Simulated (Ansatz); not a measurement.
Ga (space group Cmce)

```
CELL_PARAMETERS angstrom
      2.21276    -3.74268     0.00000
      2.21276     3.74268     0.00000
      0.00000     0.00000     4.43541
ATOMIC_POSITIONS crystal
  Ga 0.15603 0.84397 0.91522
  Ga 0.84397 0.15603 0.08478
  Ga 0.34397 0.65603 0.41522
  Ga 0.65603 0.34397 0.58478
```

The slice is a (001) plane (indices of the conventional cell) through the point (0.844, 0.156, 0.085) (fractional), spanned by u = [110] and v = [1 -1 0] in vectors of this cell: u (4.43 Å) and v (7.49 Å, at 90° to u). It covers one period; positions are fractions (u, v).

Method: LDA (plane waves to 420 eV, PAW, scalar-relativistic; Ansatz, a program for electronic structure). k mesh 12×12×11. Inside the PAW spheres the values are not all-electron values, and peaks at nuclei hang on which shells count as valence. Ga was relaxed with its symmetry unable to fall.

Problem. Predict the map of the electrostatic potential energy of an electron, from the cell's mean on the slice.

Solution. 
```
|xxxx0565555650xxx|
|xxxx2553223552xxx|
|xxx14420xx02441xx|
|0135540xxxx045531|
|667763xxxxxx36776|
|8888740xxxx047888|
|9999751xxxx157999|
|99998742002478999|
|99998764334678999|
|99998742002478999|
|9998740xxxx047899|
|888750xxxxxx05788|
|77763xxxxxxxx3677|
|67763xxxxxxxx3677|
|55663xxxxxxxx3665|
|224540xxxxxx04542|
|xx14530xxxx03541x|
|xxx255420024552xx|
|xxx157766667751xx|
|xxx157888888751xx|
|xx03689999998630x|
|00367999999997630|
|33578999999998753|
|01367999999997631|
|xxx268899998862xx|
|xxxx3688888863xxx|
|xxxx0577777750xxx|
|xxxx0567667650xxx|
```
Scale: ten equal steps from -1.00 (start of '0') to 7.62 (end of '9'), in the order '0123456789'. Values: electrostatic potential energy of an electron, from the cell's mean, in eV. The map has 17 points along u (one character each, u = 0 at the left) and 28 along v (v = 0 in the bottom row). Points within 1 Å of a nucleus are blanked (x), as the pseudised field means little there. Values under -1 eV are set to -1. The zero, the cell's mean, hangs on the PAW cores.
